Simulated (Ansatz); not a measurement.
**SnF: stable or not**

It was reached by relaxing an invented guess, and it needn't be the stable form of this composition.

Computed with DFT PBE, scalar-relativistic, plane waves, PAW (Ansatz). Settings of the last relaxation (2-atom cell): 420 eV, 18×18×12 k points, Gaussian smearing of 0.10 eV, no spin polarisation.

```yaml
crystal:
  lattice:
    - [3.10806, 0.00000, 0.00000]
    - [0.00000, 3.10806, 0.00000]
    - [0.00000, 0.00000, 4.44260]
  atoms:
    - { symbol: Sn, position: [0.00000, 0.00000, 0.00000] }
    - { symbol: F, position: [0.00000, 0.00000, 0.50000] }
```

The zero of energy is the elements' standard structures at the same level (F₂ as a molecule); no fitted shifts are applied. The references include grey tin.

Problem. These tests were run: energy against the elements; phonons at Γ; elastic tensor. What do they show?

Solution.

```json
{"test": "energy against the elements", "result": "−1.50 eV/atom"}
{"test": "phonons at Γ", "result": "lowest optical mode 47 cm⁻¹"}
{"test": "elastic tensor", "result": "least eigenvalue -1 GPa"}
```

It fails none of these tests outright. Other phases of the system weren't compared here, so this isn't yet thermodynamic stability. Phonons away from Γ weren't computed. Undecided within the accuracy: elastic tensor.

An odd number of electrons in the primitive cell allows no gap without spin; a larger cell or a magnetic state could open one. The run for the phonons used an 18×18×12 k mesh and Fermi–Dirac smearing of 0.15 eV. The run for the elastic tensor used an 18×18×12 k mesh and Fermi–Dirac smearing of 0.15 eV.
